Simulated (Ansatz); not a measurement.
This log comes from Ansatz, run on Ga₃BAs₄, ordered on the zincblende lattice (I-42m) with 8 atoms a cell. Cell and atoms come from a relaxation with r2SCAN.

The cell:
```xyz
8
Lattice="-2.7269 2.7269 5.4187 2.7269 -2.7269 5.4187 2.7269 2.7269 -5.4187" Properties=species:S:1:pos:R:3 pbc="T T T"
B     0.0000    0.0000    0.0000
As    1.2105    1.2105    1.2491
Ga    0.0000    2.7269    2.7094
As    1.5163   -1.5163    4.1696
Ga    0.0000    0.0000    5.4187
As    1.5163    1.5163    6.6678
Ga    2.7269    0.0000    2.7094
As   -1.5163    1.5163    4.1696
```

The output, standing remarks left out:
```
scf.n_extra_bands = 6 over 51 filled bands (N_el = 102.0): the run solves 57 bands
Functional definition: PBE
Crystal: 8 atoms, lattice volume = 161.174 Å³
Basis set: ecut = 420 eV, 3099 PW (Γ)
Bands: 57, of which v1, the nominal top of the filled ones, is band 51 counted from 1 (50 counted from 0)
Symmetry: 8 space group operations
Space group: I-42m (ITA 121)
k-points: 30 of 216 (time reversal used)
preconditioner: auto → Resta (q_TF=auto, 2.528 Å⁻¹)  ε∞=4.2  [insulator: Δε(μ)=0.883 eV  σ=0.020 eV  ℏωp=23.0 eV]
Free energy (F): -30931.046972 eV
Fermi energy:    9.350520 eV
--- Forces (eV/Å), atoms counted from 1 ---
  atom   1  B       0.00000      0.00000      0.00000
  atom   2  As    -0.09946    -0.09946    -0.11333
  atom   3  Ga      0.00000      0.00000      0.00000
  atom   4  As      0.09946    -0.09946      0.11333
  atom   5  Ga      0.00000      0.00000      0.00000
  atom   6  As      0.09946      0.09946    -0.11333
  atom   7  Ga      0.00000      0.00000      0.00000
  atom   8  As    -0.09946      0.09946      0.11333
--- Stress (GPa, compression-positive) ---
        2.665827       0.000000       0.000000
        0.000000       2.665827       0.000000
        0.000000       0.000000       2.608319
  P = ⅓ Tr σ = 2.6467 GPa (26.467 kbar)
--- Band table (eV; the first three rows and the last of 30) ---
  k-point 0: bands = […, 4.9224, 6.1420, 6.1420, 8.7995, 8.9151, 8.9151, 9.7925, 10.0502, 10.3922, 12.1497, …]
  k-point 1: bands = […, 5.6279, 6.1591, 6.5546, 6.9753, 8.0701, 8.7764, 10.2545, 11.2550, 11.5898, 12.2377, …]
  k-point 2: bands = […, 6.3209, 6.4923, 6.6534, 7.1215, 7.4307, 8.3340, 10.8069, 11.2254, 11.4085, 11.8685, …]
  k-point 29: bands = […, 5.8798, 6.2031, 6.8893, 6.8893, 7.3224, 7.3224, 10.2097, 10.3300, 10.3804, 10.3804, …]
```

Task: What input produced it? Give the YAML, leaving the band path aside.

Result:
```yaml
crystal:
  # lattice and atoms as above
kpoints:
  mp_grid: { grid: [6, 6, 6] }
hamiltonian:
  xc: pbe
scf:
  occupations: { method: fermi_dirac, width: 0.02 }
  n_extra_bands: 6
output:
  forces: true
  stress: true
  eigenvalues: true
```
A single point prints forces and stress when the output block asks for them. This is the file that was run, less any keys that only write grids; thresholds and some counts can't be read off the log exactly.

Command: `ansatz run input.yaml --threads 4 --pin off --max-ram 6451MiB --backend cpu --events-out ev --progress --plain --runs-dir out`. It took 21 s on 4 threads of Arm Neoverse V1, on a shared host; peak host memory 0.83 GiB.

Values at 0 K without nuclear motion; spin polarisation is off, and the phase may be a hypothetical one.

Spin-orbit coupling is left out.
